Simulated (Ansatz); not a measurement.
A geometry of Li away from equilibrium: the start of the relaxation of a generated trial cell of Li in the AFLOW prototype A_tP12_96_ab (as in Si). Calculation: r2SCAN (plane waves to 500 eV, PAW, scalar-relativistic; Ansatz, a first-principles code). Γ-centred k-mesh 7×7×5 on the run's cell, Fermi–Dirac smearing 0.05 eV.

```xyz
12
Lattice="5.8715 0.0000 0.0000 0.0000 5.8715 0.0000 0.0000 0.0000 7.3981" Properties=species:S:1:pos:R:3:forces:R:3 pbc="T T T" free_energy=-2458.547 pressure_GPa=0.6
Li     0.4985     0.4985     0.0000    0.4427    0.4427    0.0000
Li     3.4343     2.4373     1.8495    0.4427   -0.4427    0.0000
Li     2.4373     3.4343     5.5486   -0.4427    0.4427    0.0000
Li     5.3731     5.3731     3.6991   -0.4427   -0.4427    0.0000
Li     1.0287     2.2265     2.0286   -0.2413   -0.1834    0.3156
Li     3.9645     0.7093     7.2191   -0.2413    0.1834   -0.3156
Li     1.9071     5.1623     3.5200    0.2413   -0.1834   -0.3156
Li     4.8428     3.6451     5.7276    0.2413    0.1834    0.3156
Li     3.6451     4.8428     1.6705    0.1834    0.2413   -0.3156
Li     0.7093     3.9645     0.1790    0.1834   -0.2413    0.3156
Li     5.1623     1.9071     3.8781   -0.1834    0.2413    0.3156
Li     2.2265     1.0287     5.3696   -0.1834   -0.2413   -0.3156
```

Positions in Å, forces in eV/Å, free energy of the cell in eV (comparable only within this code, potentials and settings). Largest force: 0.63 eV/Å, on Li1, Li2, Li3, Li4 (atoms numbered as listed); the geometry lies 0.20 eV/atom above the end of its relaxation.

No spin polarisation in the result.

The run could not lose the symmetry of its start, so the end can be a saddle point.

The end of the path is a generated cell of Li: the first start was made by placing the elements on the sites of a structure type, and the end was not matched to a known phase here, so it may be hypothetical. Known forms of Li include space group No. 229.
